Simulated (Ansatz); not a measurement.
A: InAs (zinc blende), a = b = c = 6.1866 Å, α = β = γ = 90.00°
B: Mg2Si (antifluorite type, space group Fm-3m), a = b = c = 6.364 Å, α = β = γ = 90.00°
C: GaN (zinc blende), a = b = c = 4.5488 Å, α = β = γ = 90.00°

Scan: energy over volume and axial ratio (atoms clamped). All come from one method, each on a k mesh of its own. All were relaxed with their symmetry unable to fall. At this level the bands of InAs touch or barely overlap; measurements give the solid a gap. The PAW data are Ansatz's earlier set.

Question: Put the candidates in order of shear modulus C′ = (C11 − C12)/2 (fitted), highest first, for PBE (plane waves to 420 eV, PAW, scalar-relativistic; Ansatz, a first-principles code).

Answer: C (61 GPa), B (46 GPa), A (16 GPa)

(Under strain, the slope of the energy per volume gives the stress and its curvature an elastic modulus.)
